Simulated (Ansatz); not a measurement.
Input and command of a plane-wave DFT calculation in Ansatz:

```yaml
crystal:
  lattice:
    - [0.0, 0.0, -4.9875981478]
    - [2.6290009032, -4.5535631373, 0.0]
    - [-5.2580018062, -1.0e-10, 0.0]
  atoms:
    - { symbol: Si, position: [0.5200497308, 0.5, 0.5] }
    - { symbol: Si, position: [0.0, 0.5, 0.5] }
    - { symbol: Si, position: [0.5, 0.0, 0.5] }
    - { symbol: Si, position: [0.0, 0.0, 0.5] }
    - { symbol: Si, position: [0.5, 0.5, 0.0] }
    - { symbol: Si, position: [0.0, 0.5, 0.0] }
    - { symbol: Si, position: [0.5, 0.0, 0.0] }
    - { symbol: Si, position: [0.0, 0.0, 0.0] }
basis:
  ecutwfc: 500
kpoints:
  mp_grid: { grid: [12, 12, 12] }
hamiltonian:
  xc: r2scan
scf:
  occupations: { method: gaussian, width: 0.15 }
output:
  forces: true
  stress: true
  eigenvalues: true
```

```bash
ansatz run input.yaml --threads 1 --pin off --max-ram 2560MiB --backend cpu --events-out ev --progress --plain --runs-dir out
```

Processor: Intel(R) Xeon(R) Platinum 8488C (Sapphire Rapids), 1 thread, on a host shared with other jobs.

**Question.** Estimate time, memory and problem size.

**Answer.** About 42 s on 1 thread of Intel(R) Xeon(R) Platinum 8488C (Sapphire Rapids), on a shared host, peak memory 0.83 GiB. It solves 24 bands at 133 k points (the mesh reduced by symmetry) with about 3043 plane waves, in 6 SCF iterations.
